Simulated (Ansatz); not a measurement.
Space group R-3m:H (No. 166). a = 2.493 Å, b = 2.493 Å, c = 42.995 Å, α = 90.00°, β = 90.00°, γ = 120.00°
```
atom site symmetry x y z
   C    6c        3m  0.3333  0.6667  0.6844
   C    6c        3m  0.3333  0.6667  0.8393
   C    6c        3m  0.3333  0.6667  0.8748
   C    6c        3m  0.3333  0.6667  0.9348
   C    6c        3m  0.3333  0.6667  0.9703
   C    6c        3m  0.6667  0.3333  0.7438
   C    6c        3m  0.6667  0.3333  0.7799
```

Equation of state of this C structure (not necessarily the ground state), with shape and atoms relaxed at each volume where symmetry leaves them free. These are results of DFT LDA, scalar-relativistic, plane waves, PAW (Ansatz), not measurements.

Settings: cutoff 420 eV, Γ-centred mesh 12×12×12 on the computed 14-atom cell, Gaussian smearing of 0.02 eV; no spin polarisation.

```tsv
V (Å³/atom)	E − E(largest V) (meV/atom)	P (GPa)	gap on mesh (eV)
4.849	71.58	75.28	4.82
5.014	6.04	52.30	4.73
5.179	-37.39	32.36	4.64
5.345	-61.65	15.05	4.56
5.510	-69.23	0.00	4.47
5.675	-62.33	-13.09	4.39
5.841	-42.81	-24.48	4.32
6.061	0.00	-37.38	4.23
```

Q: Fit a third-order Birch–Murnaghan equation to E(V).

A: V0 = 5.51 Å³/atom, B0 = 467 GPa, B0' = 3.6.

The gaps are read on the mesh, which can miss the band edges, so they can be too wide.

Cost: 8 runs of about 9.4 core-minutes in all, on Intel Xeon 6975P-C (Granite Rapids) (shared hosts).